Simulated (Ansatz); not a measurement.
Data:

SiNi3:
```
CELL_PARAMETERS angstrom
      3.46435     0.00000     0.00000
      0.00000     3.46435     0.00000
      0.00000     0.00000     3.46435
ATOMIC_POSITIONS crystal
  Si 0.00000 0.00000 0.00000
  Ni 0.00000 0.50000 0.50000
  Ni 0.50000 0.00000 0.50000
  Ni 0.50000 0.50000 0.00000
```

This is the r²SCAN-relaxed structure.

Q: All from plane-wave PAW r²SCAN (Ansatz code), unless another level is named. Estimate the Hill bulk and shear moduli.

A: 240 and 122 GPa.

Q: Predict the elastic constants (relaxed ions, GPa).

A: C11 = 360, C12 = 181, C44 = 149.

Q: And the highest zone-centre frequency?

A: 41.9 meV.

Space group Pm-3m (Cu3Au type). The cell was relaxed with r²SCAN under the symmetry of its start; of distortions, only those at the zone centre were tested. The workflow began spin-polarised and lost its moments. As this level gives no gap, shear constants depend on the k-mesh and smearing (Fermi–Dirac, 0.1 eV here).

Potentials: the later of the program's two PAW sets.
